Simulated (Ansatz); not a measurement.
Structure relaxation, Cu

The start is a generated trial cell of Cu in the diamond structure type. Cell shape, volume and atoms are optimised at zero target pressure with PBE (plane waves to 420 eV, PAW, scalar-relativistic; Ansatz, an electronic-structure program). The first steps use a coarse 11×11×11 k-mesh.

The start:
```
Cu
1.0
    0.00000     2.51456     2.51456
    2.51456     0.00000     2.51456
    2.51456     2.51456     0.00000
Cu
2
Direct
  0.25000   0.25000   0.25000
  0.00000   0.00000   0.00000
```

Problem. By how much does the energy per atom fall from start to end?

Solution. 0.14 eV/atom.

Problem. How does the volume per atom move from start to end?

Solution. +20.5 %, from 15.90 to 19.16 Å³/atom.

Problem. How do the shortest distances between atoms change?

Solution. The closest pairs of elements (up to four, under 3.6 Å), start → end: Cu–Cu 2.18 → 2.32 Å.

Problem. What band gap does the relaxed structure have at this level?

Solution. Zero (metallic).

Problem. Write out the relaxed structure.

Solution. 
```cif
data_Cu8
_chemical_formula_sum 'Cu8'
_space_group_name_H-M_alt 'Fd-3m :1'
_space_group_IT_number 227
_space_group_name_Hall 'F 4d 2 3 -1d'
_cell_length_a 5.35140
_cell_length_b 5.35140
_cell_length_c 5.35140
_cell_angle_alpha 90.000
_cell_angle_beta 90.000
_cell_angle_gamma 90.000
loop_
_atom_site_label
_atom_site_type_symbol
_atom_site_symmetry_multiplicity
_atom_site_Wyckoff_symbol
_atom_site_fract_x
_atom_site_fract_y
_atom_site_fract_z
_atom_site_occupancy
Cu1 Cu 8 b 0.50000 0.50000 0.50000 1
```
(The calculation used a cell of 2 atoms; values per cell refer to that cell.)

The space group stays Fd-3m (No. 227) (the run could not lower it); the end is diamond type, with 2 atoms in the primitive cell. Final values are on a 15×15×15 k-mesh of the relaxed cell. No spin polarisation in the result.

The run could not lose the symmetry of its start: the end is stationary, and may be a saddle point rather than a minimum.

All atoms sit on sites fixed by symmetry, so only the cell could relax.

The relaxed structure here is a generated cell of Cu: the first start was made by placing the elements on the sites of a structure type, and the end was not matched to a known phase here, so it may be hypothetical. Known forms of Cu include space group No. 225.
